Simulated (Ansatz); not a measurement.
Cu₂O:
```xyz
6
Lattice="4.2457 0.0000 0.0000 0.0000 4.2457 0.0000 0.0000 0.0000 4.2457" Properties=species:S:1:pos:R:3 pbc="T T T"
Cu     3.1842     3.1842     3.1842
Cu     3.1842     1.0614     1.0614
Cu     1.0614     3.1842     1.0614
Cu     1.0614     1.0614     3.1842
O      0.0000     0.0000     0.0000
O      2.1228     2.1228     2.1228
```

Relaxed with r²SCAN.

### Question
Map the electron localisation function on the plane through (0.750, 0.750, 0.750) spanned by u = [1, 0, 0] and v = [0, 1, 1] in lattice vectors, from the program Ansatz at the r²SCAN level (PAW).

### Answer
x is the fraction of u, y of v (the angle between them is 90°; rows are the nearest grid lines); atoms in the plane: Cu at (0.00, 0.00), Cu at (0.00, 0.50), O at (0.25, 0.25), O at (0.75, 0.75).
```
|9952110000000000112599|
|9742111000000000012489|
|2221111000002355421112|
|1111111000014678874101|
|0011111000136788888510|
|3100011000257873258863|
|3100011000257873258863|
|1001111000147886678851|
|0011111000136788888510|
|2221111000002355421112|
|5422111000000122101245|
|9742111000000000012489|
|9842100000000001112479|
|5421012210000001112245|
|2111245532000001111222|
|0158888876310001111100|
|1588766887410001111001|
|3688523787520001100013|
|3688523787520001100013|
|0158888876310001111100|
|1014788764100001111111|
|2111245532000001111222|
|9842100000000001112479|
|9952110000000000112599|
```
Scale: ten equal steps from 0.027 (start of '0') to 0.931 (end of '9'), in the order '0123456789'; x runs from 0.000 to 1.00, y from 0.000 (bottom) to 1.00 (top).

The density is the valence pseudo-density with augmentation charge, so density and ELF within about 1 Å of a nucleus are not all-electron values.

Space group Pn-3m. The cell was relaxed with r²SCAN under the symmetry of its start. The run is not spin-polarised. No Hubbard U is applied.

Potentials: the later of the program's two PAW sets.
